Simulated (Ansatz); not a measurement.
**What internal relaxation does to the elastic constants of Ga$_{2}$O**

The calculation used DFT PBEsol, scalar-relativistic, plane waves, PAW in Ansatz 0.2.0. Cutoff 420 eV, 12×12×4 k-points (Γ-centred), Fermi-Dirac smearing of 0.15 eV. No spin polarisation.

Relaxed structure:
```xyz
6
Lattice="3.0336 0.0000 0.0000 -1.5168 2.6272 0.0000 0.0000 0.0000 11.5442" Properties=species:S:1:pos:R:3 pbc="T T T"
Ga    0.0000    0.0000    4.5260
Ga    0.0000    0.0000    7.0183
Ga    1.5168    0.8757    1.1786
Ga    0.0000    1.7514   10.3657
O     1.5168    0.8757    3.7055
O     0.0000    1.7514    7.8387
```

The cell was built by swapping an element in a database structure (itself possibly hypothetical) and relaxing; it need not be the stable form of this composition. In a metal, frequencies and elastic constants depend on the k mesh and the smearing, soft modes and shear constants most. Spin polarisation was left out, and a magnetic state may lie lower. A semilocal functional can close a gap that the real compound has.

Clamped-ion constants (GPa, Voigt order; atoms follow the strain homogeneously):
C11 = 155.5, C12 = 70.7, C13 = 58.5, C14 = -23.4, C22 = 155.5, C23 = 58.5, C24 = 23.4, C33 = 127.9, C44 = 36.7, C55 = 36.7, C56 = -23.4, C66 = 42.4 GPa; the others vanish.

What are the constants once the atoms relax in each strained cell?

## Answers

```
105.2  50.3  23.8  -5.5   0.0   0.0
 50.3 105.2  23.8   5.5   0.0   0.0
 23.8  23.8  26.3   0.0   0.0   0.0
 -5.5   5.5   0.0  13.6   0.0   0.0
  0.0   0.0   0.0   0.0  13.6  -5.5
  0.0   0.0   0.0   0.0  -5.5  27.5
```
The Voigt shear modulus goes from 39.9 to 20.2 GPa and the Voigt bulk modulus from 90.5 to 48.0 GPa. Relaxation subtracts ΛᵀK⁻¹Λ/V, with Λ the forces that a strain puts on the atoms and K the zone-centre force constants. At a stable cell this can only lower the diagonal constants, and it acts only for strains that share their symmetry with an optical mode; elsewhere, and where the coupling is weak, the constants hardly move.

Cost: 2 runs of about 10 core-minutes in all, on Intel Xeon 6975P-C (Granite Rapids) (shared hosts).